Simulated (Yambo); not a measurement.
G0W0@LDA for BN (space group Fmm2, No. 42) in Yambo. Reference settings: 6×6×6 Γ-centred k mesh, 71 bands and a 14 Ry block in the screening, 71 bands in G with the Bruneval-Gonze terminator, plasmon pole fitted at 27.2 eV. The LDA gap (-0.5, 0.333, -0.167) → (0, -0.5, -0.5) on this mesh is 3.68 eV; G0W0 gaps are taken between the same points.

Gap ((-0.5, 0.333, -0.167) → (0, -0.5, -0.5)) in eV against the number of bands and the screening block, terminator on:

```json
[
 {"bands (W and G)": "14", "2 Ry": "5.941", "5 Ry": "5.498", "8 Ry": "5.514", "11 Ry": "5.564", "14 Ry": "5.573"},
 {"bands (W and G)": "24", "2 Ry": "5.885", "5 Ry": "5.411", "8 Ry": "5.440", "11 Ry": "5.506", "14 Ry": "5.518"},
 {"bands (W and G)": "37", "2 Ry": "5.869", "5 Ry": "5.375", "8 Ry": "5.411", "11 Ry": "5.485", "14 Ry": "5.499"},
 {"bands (W and G)": "54", "2 Ry": "5.861", "5 Ry": "5.359", "8 Ry": "5.399", "11 Ry": "5.483", "14 Ry": "5.497"},
 {"bands (W and G)": "71", "2 Ry": "5.858", "5 Ry": "5.351", "8 Ry": "5.392", "11 Ry": "5.481", "14 Ry": "5.496"}
]
```

Rough cost of the Yambo step against the reference (shared machines):

| bands (W and G) | 2 Ry | 5 Ry | 8 Ry | 11 Ry | 14 Ry |
|---|---|---|---|---|---|
| 14 | 1/8 | 1/7 | 1/7 | 1/5 | 1/5 |
| 24 | 1/5 | 1/5 | 1/5 | 1/4 | 1/3 |
| 37 | 1/3 | 1/3 | 1/3 | 1/2 | 1/2 |
| 54 | 1/2 | ~1 | ~1 | ~1 | ~1 |
| 71 | ~1 | ~1 | ~1 | ~1 | 1 |

At the largest block the last step in bands moves the gap by -0.001 eV; at the most bands the last step in the block moves it by 0.015 eV.

The mesh misses a band edge: along a dense path the LDA gap is 3.61 eV against 3.68 eV on the mesh.

Geometry of the Materials Project entry, not relaxed at this level; primitive cell a = 4.112 Å, b = 2.502 Å, c = 3.713 Å, α = 80.29°, β = 36.85°, γ = 62.86°.

This is not the ordinary phase of the substance; no match was found in the copy of COD used, and its stability was not checked.

The distance between layers or molecules is the database entry's, not relaxed here. Functionals without dispersion can leave it too large, which widens gaps and weakens the response across layers: the numbers belong to this cell.
